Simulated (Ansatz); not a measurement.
**Zr2Ir (I4/mcm): electronic heat capacity and spin susceptibility from the density of states**

These are results of Ansatz, DFT r2SCAN, scalar-relativistic, plane waves, PAW, not measurements.

Settings: cutoff 500 eV, Γ-centred mesh 8×8×8 on the computed 6-atom cell, Gaussian smearing of 0.10 eV; no spin polarisation.

Relaxed cell: I4/mcm, a = 6.504 Å, b = 6.504 Å, c = 5.779 Å, α = 90.00°, β = 90.00°, γ = 90.00°, 6 atoms in the primitive cell. Whether it is the stable form of this composition wasn't checked.

The density of states at the Fermi level is 5.284 states/eV in the cell of 6 atoms (2 formula units; both spins, tetrahedra on a 12×12×12 mesh). Averaged over bins of 0.1 eV the density runs from 4.5 to 7.6 states/eV within 0.2 eV of the Fermi level, so the figure hangs on the exact place of that level.

Task: What Sommerfeld coefficient and Pauli susceptibility does this give?

Result: Per formula unit N(E_F) = 2.642 states/eV. γ = (π²/3) k_B² N(E_F) N_A = 2.357 mJ/(mol K²) per state/eV, so γ = 6.2 mJ/(mol K²), a mole of formula units. χ_P = μ_B² N(E_F) N_A = 3.23×10⁻⁵ emu/mol per state/eV gives 8.5×10⁻⁵ emu/mol. This is the bare band result: a measured γ of the same phase is as a rule larger by a factor 1 + λ from phonons and spin fluctuations, the spin part of χ is larger by the Stoner factor, and a measured χ also holds orbital and core terms. N(E_F) at one energy is sensitive to the mesh where the density of states has sharp peaks.

Spin-orbit coupling is left out, which matters for the bands of heavy elements.

Cost: 1 run of about 2.1 core-minutes, on Oxide Virtual Turin-like Processor (Zen 5) (shared hosts).